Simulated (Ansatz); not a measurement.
Pd:
Space group Fd-3m, origin choice 1 (No. 227); a = 5.7363 Å, b = 5.7363 Å, c = 5.7363 Å, α = 90.00°, β = 90.00°, γ = 90.00°

```csv
atom,site,symmetry,x,y,z
Pd,8b,-43m,0.5000,0.5000,0.5000
```
(The calculation used a cell of 2 atoms; values per cell refer to that cell.)

Relaxed with r²SCAN.

### Question
Tabulate the valence density and the electron localisation function along the shortest Pd–Pd contact (2.48 Å), r²SCAN (plane waves, PAW; program Ansatz).

### Answer


| distance from Pd (Å) | density (e/Å³) | ELF |
|---|---|---|
| 0.25 | 12.71 | 0.34 |
| 0.37 | 10.94 | 0.43 |
| 0.50 | 8.25 | 0.51 |
| 0.62 | 5.23 | 0.53 |
| 0.75 | 2.77 | 0.49 |
| 0.87 | 1.37 | 0.40 |
| 0.99 | 0.79 | 0.30 |
| 1.12 | 0.56 | 0.23 |
| 1.24 | 0.49 | 0.21 |
| 1.37 | 0.56 | 0.23 |
| 1.49 | 0.79 | 0.30 |
| 1.61 | 1.37 | 0.40 |
| 1.74 | 2.77 | 0.49 |
| 1.86 | 5.23 | 0.53 |
| 1.99 | 8.25 | 0.51 |
| 2.11 | 10.94 | 0.44 |
| 2.24 | 12.71 | 0.34 |

The density is the valence pseudo-density with augmentation charge, so density and ELF within about 1 Å of a nucleus are not all-electron values.

The start of the workflow was typed in or built on a structure type; neither database checked (COD, Materials Project) lists it. It is not the phase usual at ambient conditions (space group No. 225). The r²SCAN relaxation kept the symmetry of its start. At this level the phase is mechanically unstable. No spin polarisation was allowed.

Potentials: the later of the program's two PAW sets.
